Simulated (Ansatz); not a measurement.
Mg4Te3S:
```
Mg4Te3S
1.0
    4.41227     0.00000     0.00000
    0.00000     8.89225     0.00000
    0.00000     0.00000     6.16680
Mg Te S
4 3 1
Direct
  0.00000   0.27397   0.98137
  0.00000   0.72603   0.98137
  0.50000   0.00000   0.48443
  0.50000   0.50000   0.54743
  0.50000   0.26477   0.25124
  0.50000   0.73523   0.25124
  0.00000   0.00000   0.75548
  0.00000   0.50000   0.74743
```

Plane-wave PAW PBEsol (Ansatz code) gives a gap of 1.75 eV without spin–orbit coupling, maximum at Y, minimum at Γ.

### Question
What happens when spin–orbit coupling is switched on?

### Answer
The gap shrinks by 0.09 eV, to 1.66 eV; maximum on the S–Y line, 98 % of the way from S, minimum at Γ.

Space group Pmm2. The first step of the workflow began from a Materials Project structure, measured or hypothetical; the Crystallography Open Database copy checked does not list it. Its standing as an ambient phase is unchecked. The cell was relaxed with PBEsol under the symmetry of its start; of distortions, only those at the zone centre were tested.

Potentials: the later of the program's two PAW sets.
